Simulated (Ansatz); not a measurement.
Theory: Ansatz, DFT PBE, scalar-relativistic, plane waves, PAW. All cells share a 420 eV cutoff and Γ-centred k meshes spaced at most about 0.3 Å⁻¹ (about 0.25 or finer for metals, 2π included). No spin polarisation in the final relaxations.

These are static total energies at zero pressure.

Two forms of Si₄IrPt were relaxed alike.

A.

```cif
data_structure
_symmetry_space_group_name_H-M 'P6/mmm'
_symmetry_Int_Tables_number 191
_cell_length_a 4.2534
_cell_length_b 4.2534
_cell_length_c 5.6029
_cell_angle_alpha 90.000
_cell_angle_beta 90.000
_cell_angle_gamma 120.000
_cell_volume 87.79
loop_
_atom_site_label
_atom_site_type_symbol
_atom_site_symmetry_multiplicity
_atom_site_Wyckoff_symbol
_atom_site_fract_x
_atom_site_fract_y
_atom_site_fract_z
_atom_site_occupancy
Si1 Si 4 h 0.33333 0.66667 0.73858 1
Ir1 Ir 1 b 0.00000 0.00000 0.50000 1
Pt1 Pt 1 a 0.00000 0.00000 0.00000 1
```

B.

```cif
data_structure
_symmetry_space_group_name_H-M 'P6/mmm'
_symmetry_Int_Tables_number 191
_cell_length_a 4.3496
_cell_length_b 4.3496
_cell_length_c 9.2268
_cell_angle_alpha 90.000
_cell_angle_beta 90.000
_cell_angle_gamma 120.000
_cell_volume 151.17
loop_
_atom_site_label
_atom_site_type_symbol
_atom_site_symmetry_multiplicity
_atom_site_Wyckoff_symbol
_atom_site_fract_x
_atom_site_fract_y
_atom_site_fract_z
_atom_site_occupancy
Si1 Si 2 e 0.00000 0.00000 0.76028 1
Si2 Si 2 d 0.33333 0.66667 0.50000 1
Ir1 Ir 1 b 0.00000 0.00000 0.50000 1
Pt1 Pt 1 a 0.00000 0.00000 0.00000 1
```

Task: Which is lower in energy, and by how much?

Result: A is lower, by 0.32 eV/atom. A has space group P6/mmm (No. 191), 14.6 Å³/atom and no gap on its mesh; B has space group P6/mmm (No. 191), 25.2 Å³/atom and no gap. Counting Si atoms around Ir and Pt (those within 1.25 times the shortest such distance or 1.15 times the sum of covalent radii), A has Ir 12, Pt 12 and B has Ir 8, Pt 2. A and B both hold Si–Si nets. The denser one is the lower, and pressure would at first widen the difference. Even the lower one lies +0.34 eV/atom against the reference forms of the elements (uncorrected), so neither is stable at this level. In A, Si is surrounded by 3 Si at 2.46 Å, 1 Si at 2.67 Å, 3 Ir at 2.80 Å, 3 Pt at 2.86 Å and 1 Si at 2.93 Å; Ir has 12 Si at 2.80 Å and 2 Pt at 2.80 Å; Pt has 2 Ir at 2.80 Å and 12 Si at 2.86 Å. In B, Si on a site of symmetry 6mm is surrounded by 1 Pt at 2.21 Å and 1 Ir at 2.40 Å; Ir is surrounded by 8 Si at 2.40–2.51 Å; Pt has 2 Si at 2.21 Å; 1 more site not described. Both come from invented guesses. A third cell relaxed alike, in Cc, lies 0.69 eV/atom below the lower of the two.

These runs have no spin–orbit coupling, which can matter for Ir and Pt. Cells relaxed within their symmetry can be saddle points.
